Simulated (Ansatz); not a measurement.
Relaxed TiSi$_{2}$ (C54 type, space group Fddd):

```
CELL_PARAMETERS angstrom
      0.00000     4.09011     4.24993
      2.38008     0.00000     4.24993
      2.38008     4.09011     0.00000
ATOMIC_POSITIONS crystal
  Si 0.66372 0.33628 0.66372
  Si 0.33628 0.66372 0.33628
  Si 0.58628 0.91372 0.58628
  Si 0.91372 0.58628 0.91372
  Ti 0.00000 0.00000 0.00000
  Ti 0.25000 0.25000 0.25000
```

These are PBEsol (plane waves to 420 eV, PAW, scalar-relativistic; Ansatz, an electronic-structure program) values and carry that method's errors. k mesh 10×10×10 (Γ-centred), Fermi-Dirac smearing 0.05 eV. With partly filled bands, energies and forces of such displacements shift with the k mesh and the smearing. TiSi2 is run without spin polarisation. TiSi2 was relaxed with its symmetry unable to fall.

One atom of the cell was then moved (with its periodic images), all else fixed, and the forces (eV/Å) came out as:

```json
[
 {"atom": "Si1", "Fx": "1.805", "Fy": "-0.694", "Fz": "-2.959"},
 {"atom": "Si2", "Fx": "-1.805", "Fy": "0.694", "Fz": "-2.959"},
 {"atom": "Si3", "Fx": "0.004", "Fy": "0.031", "Fz": "-0.361"},
 {"atom": "Si4", "Fx": "-0.004", "Fy": "-0.031", "Fz": "-0.361"},
 {"atom": "Ti5", "Fx": "0.000", "Fy": "0.000", "Fz": "-0.801"},
 {"atom": "Ti6", "Fx": "0.000", "Fy": "0.000", "Fz": "7.441"}
]
```

### Question
Which atom was moved, and by which vector (Å)?

### Answer
Ti6, by (0.00, 0.00, -0.41), 0.41 Å in all.

(For displaced atoms, the force is minus the slope of the energy, and its curvature is a force constant, which sets phonon frequencies.)
